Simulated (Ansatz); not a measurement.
**TaN: computed DOS**

```cif
data_structure
_symmetry_space_group_name_H-M 'P6/mmm'
_symmetry_Int_Tables_number 191
_cell_length_a 5.1850
_cell_length_b 5.1850
_cell_length_c 2.9080
_cell_angle_alpha 90.000
_cell_angle_beta 90.000
_cell_angle_gamma 120.000
_cell_volume 67.71
loop_
_atom_site_label
_atom_site_type_symbol
_atom_site_symmetry_multiplicity
_atom_site_Wyckoff_symbol
_atom_site_fract_x
_atom_site_fract_y
_atom_site_fract_z
_atom_site_occupancy
Ta1 Ta 1 a 0.00000 0.00000 0.00000 1
Ta2 Ta 2 d 0.33333 0.66667 0.50000 1
N1 N 3 f 0.50000 0.00000 0.00000 1
```

The runs use the primitive cell with vectors (5.185, 0.000, 0.000), (-2.592, 4.490, 0.000), (0.000, 0.000, 2.908) Å, to which the k mesh refers.

The geometry is COD entry 1539256, unchecked; take it as a test cell.

No spin–orbit coupling, which matters for the heavy atoms here.

Level of theory: DFT, LDA, all-electron LAPW, scalar-relativistic (Ansatz 0.2.0).

Numerical set-up: a Γ-centred 5×5×8 k mesh, Fermi–Dirac smearing of 0.03 eV, basis error target 0.5 meV/atom, no spin polarisation.

(1) Which of the resolved shells contributes most within 0.3 eV of the Fermi level?

(2) Where is the centre of the filled Ta 5d states between -14 eV and the top of the filled states?

(3) Tabulate the density of states.

Results:

(1) Ta 5d, with 75 % of all states there; N 2p follows with 15 %.

(2) -4.28 eV from the Fermi level.

(3) States per eV and cell, averaged over 0.6 eV, from -5.8 to 3.6 eV, with energies (bin centres) from the Fermi level; empty bins are left out. The partial columns, the largest 4 alone, are projections on Löwdin-orthogonalised atomic shells (those that the program's projection atoms carry: the occupied ones and, for some elements, an empty d or f shell; other empty shells have no column), summed over atoms of an element. Weights on diffuse s and p shells depend on that basis and aren't pure angular character.
| E (eV) | total | Ta 5d | N 2p | Ta 6s | N 2s |
| --- | --- | --- | --- | --- | --- |
| -5.6 | 3.11 | 1.03 | 1.80 | 0.17 | 0.03 |
| -5.0 | 2.05 | 0.58 | 1.32 | 0.07 | 0.02 |
| -4.4 | 2.49 | 0.79 | 1.59 | 0.03 | 0.02 |
| -3.8 | 2.72 | 0.87 | 1.72 | 0.06 | 0.02 |
| -3.2 | 1.44 | 0.52 | 0.85 | 0.04 | 0.01 |
| -2.6 | 1.98 | 1.07 | 0.72 | 0.13 | 0.01 |
| -2.0 | 2.02 | 1.30 | 0.41 | 0.19 | 0.02 |
| -1.4 | 1.40 | 0.99 | 0.26 | 0.08 | 0.02 |
| -0.8 | 3.37 | 2.53 | 0.55 | 0.15 | 0.05 |
| -0.2 | 0.90 | 0.69 | 0.10 | 0.06 | 0.01 |
| 0.4 | 1.25 | 1.00 | 0.16 | 0.02 | 0.03 |
| 1.0 | 3.64 | 2.95 | 0.40 | 0.06 | 0.13 |
| 1.6 | 3.35 | 2.66 | 0.44 | 0.08 | 0.09 |
| 2.2 | 4.89 | 3.70 | 0.63 | 0.23 | 0.20 |
| 2.8 | 6.40 | 4.97 | 0.90 | 0.15 | 0.22 |
| 3.4 | 6.31 | 4.66 | 0.98 | 0.21 | 0.27 |
